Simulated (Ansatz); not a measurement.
LaN:
```
LaN
1.0
    4.35155     0.00000     0.00000
    0.00000     4.35155     0.00000
    0.00000     0.00000     3.54684
La N
2 2
Direct
  0.50000   0.00000   0.28519
  0.00000   0.50000   0.71481
  0.50000   0.50000   0.00000
  0.00000   0.00000   0.00000
```

This is the LDA-relaxed structure.

Problem. All from DFT-LDA in the program Ansatz with PAW potentials, unless another level is named. Estimate the static dielectric constant ε0 (ions relaxed, cell fixed).

Solution. 44.5 (xx = yy), 16.5 (zz).

Problem. Predict the Born charges (a third of the trace).

Solution. La +4.14, N -4.14 e.

Problem. What about the electronic dielectric constant ε∞ (DFPT)?

Solution. 10.9 (xx = yy), 8.34 (zz).

Space group P4/nmm. The first step of the workflow began from a Materials Project structure, measured or hypothetical; the Crystallography Open Database copy checked does not list it. COD files the formula under space group No. 225. Its standing as an ambient phase is unchecked. The cell was relaxed with LDA under the symmetry of its start. At this level the phase is dynamically unstable (imaginary phonons). Spin–orbit coupling is left out wherever it is not named.

Potentials: the later of the program's two PAW sets.
